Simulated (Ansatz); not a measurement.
GaN:
Space group P6₃mc (No. 186); a = 3.1829 Å, b = 3.1829 Å, c = 5.1854 Å, α = 90.00°, β = 90.00°, γ = 120.00°

```tsv
atom	site	symmetry	x	y	z
Ga	2b	3m.	0.6667	0.3333	0.4992
N	2b	3m.	0.3333	0.6667	0.3758
```

Relaxed with PBEsol.

Problem. Decompose the optical modes at the zone centre into irreducible representations, and say which are infrared and Raman allowed.

Solution. Point group 6mm: Γ_opt = A1 + 2B1 + E1 + 2E2. Infrared: A1, E1. Raman: A1, E1, E2.

Problem. Assign frequencies (DFPT, the program Ansatz at the PBEsol level (PAW); without the LO–TO term).

Solution. E2 136, B1 327, A1 521, E1 544, E2 553, B1 677 cm⁻¹.

Subscripts of B labels follow the axes of the standard setting.

Space group P6_3mc (wurtzite). The PBEsol relaxation kept the symmetry of its start.

Potentials: the earlier of the program's two PAW sets. The files were generated under PBE; for other functionals the program regenerates the frozen cores, and for LDA and PBEsol the local potential too.
